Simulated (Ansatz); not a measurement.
# Is this Ga₃SbAs₂ structure a true minimum?

The structure comes from a generated guess, relaxed at this level; another structure or a mixture of phases may lie lower.

The calculation used Ansatz 0.2.0, DFT PBE, scalar-relativistic, plane waves, PAW. Cutoff 420 eV; k points 12×12×4 on the computed 6-atom cell (Γ-centred); Gaussian smearing, width 0.10 eV; no spin polarisation.

The cell below (6 atoms, space group P3m1 (No. 156)) is relaxed within its symmetry.

```
CELL_PARAMETERS angstrom
4.17765 0.00000 0.00000
-2.08882 3.61795 0.00000
0.00000 0.00000 10.23895
ATOMIC_POSITIONS crystal
Ga 0.00000 0.00000 0.01371
Ga 0.66667 0.33333 0.33304
Ga 0.33333 0.66667 0.65413
Sb 0.33333 0.66667 0.91622
As 0.00000 0.00000 0.25609
As 0.66667 0.33333 0.57681
```

For the test a repeat of it with 12 atoms (edges 4.18, 7.24, 10.24 Å) was strained at random (σ = 1.5 % a component), the atoms were moved at random (σ = 0.10 Å), and all was relaxed again on a coarse 6×4×2 mesh (in the run’s order of axes) with 0.20 eV smearing, with no symmetry imposed.

These runs have no spin–orbit coupling, which can matter for Sb.

Task: What happens?

Result: It returns, within 1 meV/atom of the unmoved cell on that mesh and with the same symmetry when read at 0.1 Å (Cm at 0.01 Å, so small strains and shifts remain). So it is stable against the distortions that fit this cell and that this random move excites. Modes that don't fit the cell aren't tested.
